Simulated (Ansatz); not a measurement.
A distorted cell of SrZrO$_{3}$ (cubic perovskite):

```yaml
crystal:
  lattice:
    - [4.21425, 0.00000, 0.00000]
    - [0.00000, 4.21425, 0.00000]
    - [0.00000, 0.00000, 4.04568]
  atoms:
    - { symbol: Sr, position: [0.50000, 0.50000, 0.50000] }
    - { symbol: Zr, position: [0.00000, 0.00000, 0.00000] }
    - { symbol: O, position: [0.00000, 0.50000, 0.00000] }
    - { symbol: O, position: [0.50000, 0.00000, 0.00000] }
    - { symbol: O, position: [0.00000, 0.00000, 0.50000] }
```

Method: PBEsol (plane waves to 420 eV, PAW, scalar-relativistic; Ansatz, a program for electronic structure). k mesh 8×8×8 (Γ-centred), Fermi-Dirac smearing 0.05 eV. The energy includes the smearing's −TS. Compression counts positive. SrZrO3 is run without spin polarisation. SrZrO3 was relaxed with its symmetry unable to fall. This is a high-temperature form of SrZrO3.

**Question.** What is the stress tensor (GPa)?

**Answer.** 
```
   -6.3      0.0      0.0
    0.0     -6.3      0.0
    0.0      0.0      4.5
```
The pressure, a third of the trace, is -2.7 GPa.

**Question.** It is the relaxed cell deformed to V/V₀ = 1.020, (c/a)/(c/a)₀ = 0.960, c along z, fractional positions held. What is its energy relative to the relaxed cell?

**Answer.** 15.6 meV/atom.

(Under strain, the slope of the energy per volume gives the stress and its curvature an elastic modulus.)
